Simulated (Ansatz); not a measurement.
MgO2: the gap against volume

MgO2, R-3m, a = 3.157 Å, c = 10.386 Å. The structure is a Materials Project entry; whether it is the stable form wasn't checked. Ansatz: r2SCAN, PAW, 500 eV, Γ-centred 12×12×12 mesh on 3 atoms, Gaussian smearing 0.02 eV; no spin polarisation. Shape and atoms are relaxed at each volume; x = ln(V/V0) with V0 = 9.960 Å³/atom. The gap is read at the mesh points alone.

| x | gap y (eV) |
| --- | --- |
| -0.0619 | ? |
| -0.0305 | 3.263 |
| 0.0000 | 3.160 |
| 0.0296 | 3.065 |
| 0.0583 | 2.973 |

Q: Fit a straight line to the other rows, give the volume deformation potential of the gap and its pressure coefficient, and predict the missing gap. B0 = 134.0 GPa.

A: Means x = 0.01435, y = 3.1152; Σ(Δx)² = 0.004382, ΣΔxΔy = -0.01429; the slope is their ratio. y = 3.1620 − 3.2607 x. The slope is the deformation potential a = dE_g/d ln V = -3.26 eV, and dE_g/dP = −a/B0 = 24.3 meV/GPa. At x = -0.0619 the fit asked for gives 3.364 eV. The run gave 3.366 eV, so the fit is 0.002 eV too low, within twice the rms miss on the fitted rows (0.001 eV). The form still works here, 35 % of the fitted range beyond its end.

Semilocal functionals give gaps under the measured ones; changes of the gap mostly carry over better.